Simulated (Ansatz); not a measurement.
# Coordination and S-33 quadrupole coupling in HfCrAgS4

Cell: a computed structure from the Materials Project (it need not be an observed phase), taken as it stands.

```cif
data_HfCrAgS4
_symmetry_space_group_name_H-M 'Imma'
_symmetry_Int_Tables_number 74
_cell_length_a 7.4275
_cell_length_b 7.4335
_cell_length_c 10.4295
_cell_angle_alpha 90.000
_cell_angle_beta 90.000
_cell_angle_gamma 90.000
loop_
_atom_site_label
_atom_site_type_symbol
_atom_site_symmetry_multiplicity
_atom_site_Wyckoff_symbol
_atom_site_fract_x
_atom_site_fract_y
_atom_site_fract_z
Hf Hf 4 a 0.0000 0.0000 0.0000
Cr Cr 4 d 0.2500 0.2500 0.7500
Ag Ag 4 e 0.5000 0.2500 0.1296
S7 S 8 i 0.2656 0.7500 0.4840
S9 S 8 h 0.5000 0.4661 0.7429
```

One atom of each set is listed; the run and its k-mesh use a cell of 14 atoms with edges of 7.40, 7.40, 7.40 Å.

The numbers come from a DFT calculation in Ansatz (PBE, plane waves and PAW, scalar-relativistic, collinear spin, 420 eV cutoff, Γ-centred 5×5×5 k-points, Fermi–Dirac smearing 0.02 eV). Start moments as typed (μB): 3 on each Cr, none on the rest.

Q(S-33) = -69.40 mb.

Question: Rank these S sites by |C_Q|, smallest first.
A. S7: 1 Cr at 2.44 Å, 1 Ag at 2.49 Å, 2 Hf at 2.55 Å
B. S9: 2 Cr at 2.46 Å, 1 Ag at 2.49 Å, 1 Hf at 2.55 Å

Answer: A (6.28 MHz, η = 0.55), B (8.56 MHz, η = 0.13).

At S7 V_zz points along its one bond to Cr (within 9°). Like point charges on the first shell alone (each adding as 1/d³) would put S7 above S9: the covalent part of each bond and the atoms beyond the first shell count as well.

Without spin–orbit coupling the gradients at and beside Hf can be off by some per cent, at some sites by more. All moments are parallel here, as the start or the cell imposes; many such compounds order antiparallel, where fields and spin densities carried over to other atoms largely cancel. The magnetic order is the one that the run reached from its start moments, not necessarily the measured one.
